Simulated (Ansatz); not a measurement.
Total density of states per atom from plane-wave PAW PBEsol (Ansatz code), in 0.25 eV bins, energy from the Fermi level:

(E (eV), states/eV/atom): (-7.85, 0.09); (-7.60, 0.02); (-7.35, 0.01); (-7.10, 0.05); (-6.85, 0.09); (-6.60, 0.12); (-6.35, 0.15); (-6.10, 0.19); (-5.85, 0.27); (-5.60, 0.33); (-5.35, 0.35); (-5.10, 0.35); (-4.85, 0.34); (-4.60, 0.45); (-4.35, 0.39); (-4.10, 0.32); (-3.85, 0.36); (-3.60, 0.63); (-3.35, 1.64); (-3.10, 1.63); (-2.85, 0.90); (-2.60, 2.22); (-2.35, 1.89); (-2.10, 1.98); (-1.85, 2.43); (-1.60, 1.24); (-1.35, 1.65); (-1.10, 4.26); (-0.85, 2.76); (-0.60, 2.63); (-0.35, 1.49); (-0.10, 0.99); (0.15, 0.17); (0.40, 0.32); (0.65, 0.79); (0.90, 0.50); (1.15, 0.39); (1.40, 0.33); (1.65, 0.30); (1.90, 0.28); (2.15, 0.27); (2.40, 0.26); (2.65, 0.25); (2.90, 0.24); (3.15, 0.22); (3.40, 0.20); (3.65, 0.22); (3.90, 0.30); (4.15, 0.29); (4.40, 0.27); (4.65, 0.25)

Question: Which compound is it?
(A) Ni3Sn, Cu3Au type
(B) GaNi3, Cu3Au type
(C) VCo3, Cu3Au type
(D) AlNi, CsCl type

Answer: A, Ni3Sn, Cu3Au type. Within 0.5 eV of the Fermi level: Ni 3d 90 %. Projections are on Löwdin-orthogonalised atomic valence shells; empty p or d shells of many metals are not among them.

Space group Pm-3m (Cu3Au type). The workflow started from an entry of the Crystallography Open Database (COD), which files this formula under 3 space groups. Its standing as an ambient phase is unchecked. Symmetry was held in the PBEsol relaxation; whether a distortion lowers the energy is not shown. The workflow began spin-polarised and lost its moments. Scalar-relativistic: spin–orbit coupling is off unless named, which matters more the heavier the elements.

Potentials: the later of the program's two PAW sets.
